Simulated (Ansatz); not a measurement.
SiW (rock salt, Fm-3m) at seven volumes, the program Ansatz at the LDA level (PAW), scaled uniformly. One row is withheld.

| V (Å³/atom) | P (GPa) |
|---|---|
| 13.785 | 23.78 |
| 14.239 | 14.60 |
| 14.694 | 6.74 |
| 15.148 | 0.00 |
| 15.603 | ? |
| 16.057 | -10.74 |
| 16.511 | -14.98 |

Q: Fit the shown pressures and predict the withheld one.

A: P = (3/2)B₀(x^(7/2) − x^(5/2))[1 + (3/4)(B′ − 4)(x − 1)] with x = (V₀/V)^(2/3). Least squares on the six rows gives V₀ = 15.148 Å³/atom, B₀ = 208 GPa, B′ = 4.11. At V = 15.603, x = 0.9805 and P = -5.79 GPa. The run itself gave -5.78 GPa.

A made-up cell: these elements were put on the sites of a structure type; neither database checked (COD, Materials Project) lists it. Its standing as an ambient phase is unchecked. Symmetry was held in the LDA relaxation. At this level the phase is mechanically unstable. The run is not spin-polarised. Scalar-relativistic: spin–orbit coupling is off unless named, which matters more the heavier the elements.

Potentials: the later of the program's two PAW sets.
